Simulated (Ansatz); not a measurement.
WS₂:
```
WS2
1.0
    3.17016     0.00000     0.00000
   -1.58508     2.74544     0.00000
    0.00000     0.00000     6.89083
W S
1 2
Direct
  0.00000   0.00000   0.00000
  0.33333   0.66667   0.77340
  0.33333   0.66667   0.22660
```

Relaxed with r²SCAN+D4. Special points in fractions of this cell's reciprocal vectors: Γ (0.000, 0.000, 0.000); M (0.500, 0.000, 0.000); K (0.333, 0.333, 0.000); A (0.000, 0.000, 0.500); L (0.500, 0.000, 0.500); H (0.333, 0.333, 0.500).

List the band energies nearest the valence-band maximum at these points for the program Ansatz at the r²SCAN+D4 level (PAW).

In eV from the valence-band maximum; about four levels below and three above (degenerate sets whole), none deeper than 8.9 eV; points with the same levels are listed once.

```csv
k,below,above
Γ,-2.14 -2.14 -2.04 -0.78,2.74 2.74 2.84 2.84
M,-4.01 -2.36 -1.81 -1.51,2.66 3.01 4.28
K,-4.68 -3.76 -2.64 -0.44,1.56 3.43 3.72
A,-3.19 -2.15 -2.15 0.00,2.70 2.70 2.90 2.90
L,-4.03 -2.96 -1.76 -1.23,2.67 3.18 3.73
H,-4.30 -3.88 -3.19 -0.38,1.56 2.93 4.18
```

Space group P-6m2. The workflow started from a Materials Project entry (that database holds measured and hypothetical structures alike); the Crystallography Open Database copy checked does not list it. It is not the phase usual at ambient conditions (space group No. 194). The cell keeps a stress of up to 0.2 GPa. The cell was relaxed with r²SCAN+D4 under the symmetry of its start; its stability against distortions is not shown here. The run is not spin-polarised. Spin–orbit coupling is left out wherever it is not named.

Potentials: the later of the program's two PAW sets.
